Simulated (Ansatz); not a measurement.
One crystal and one scan (scan of one atom of the cell) at two levels, PBE-D3(BJ) (plane waves to 420 eV, PAW, scalar-relativistic; Ansatz, a first-principles code) and r2SCAN+rVV10 (plane waves to 500 eV, PAW, scalar-relativistic; Ansatz), each from its own relaxed cell and on its own mesh. The cell shown is that of PBE-D3(BJ).

Starting cell, WS2 (2H-MoS2 type, space group P6_3/mmc):

```
CELL_PARAMETERS angstrom
      3.15408     0.00000     0.00000
     -1.57704     2.73152     0.00000
      0.00000     0.00000    12.13731
ATOMIC_POSITIONS crystal
  W  0.33333 0.66667 0.25000
  W  0.66667 0.33333 0.75000
  S  0.33333 0.66667 0.62026
  S  0.66667 0.33333 0.12026
  S  0.66667 0.33333 0.37974
  S  0.33333 0.66667 0.87974
```

Scan: atom 6 (S, nearest neighbour W at 2.407 Å; its periodic images, 3.2 Å or more away, move with it) is displaced along Cartesian z, direction (0.000, 0.000, 1.000) in Cartesian axes, by s. The other atoms stay.

Energies are smeared free energies. Spin-orbit coupling is left out, though W is heavy. WS2 is run without spin polarisation. WS2 was relaxed with its symmetry unable to fall. As the smearing reaches across the gap at some points, energies and forces of such displacements shift with the k mesh and the smearing. Percentages come from the unrounded values. Both scans cover s from -0.480 to 0.480 Å.

```
quantity                                                          PBE-D3(BJ)  r2SCAN+rVV10  PBE-D3(BJ) − r2SCAN+rVV10
----------------------------------------------------------------  ----------  ------------  -------------------------
Lattice constant a (Å)                                                 3.154         3.170            -0.016 (-0.5 %)
Lattice constant c (Å)                                                 12.14         12.49             -0.35 (-2.8 %)
Relaxed volume (Å³/atom)                                               17.43         18.12             -0.69 (-3.8 %)
Band gap of the relaxed cell, no spin-orbit coupling (eV)               0.88          1.13              -0.25 (-22 %)
Energy at s = 0.480 Å (meV/cell)                                        1468          1521               -53 (-3.5 %)
Force along the line at s = -0.480 Å (eV/Å)                            11.31         11.44             -0.13 (-1.2 %)
Force constant k = d²E/ds² at s = 0 (finite differences) (eV/Å²)       18.57         19.13             -0.56 (-2.9 %)
```

PBE-D3(BJ) gives the lower value for: lattice constant a; lattice constant c; relaxed volume; band gap of the relaxed cell, no spin-orbit coupling; energy at s = 0.480 Å; force constant k = d²E/ds² at s = 0. They agree on: force along the line at s = -0.480 Å (within 1.5 %). Both give the same symmetry of the curve: not even: the negative side lies higher at ±0.480 Å. Neither level is exact: the differences show how much the result hangs on the functional.

ΔE (meV/cell), each from the undisplaced structure of its own level:

```
s (Å)   PBE-D3(BJ)  r2SCAN+rVV10
------  ----------  ------------
-0.480        2674          2717
-0.384        1702          1737
-0.288         924           949
-0.192         389           400
-0.096          91            94
0.000            0             0
0.096           80            82
0.192          297           306
0.288          619           639
0.384         1017          1053
0.480         1468          1521
```

(For displaced atoms, the force is minus the slope of the energy, and its curvature is a force constant, which sets phonon frequencies.)
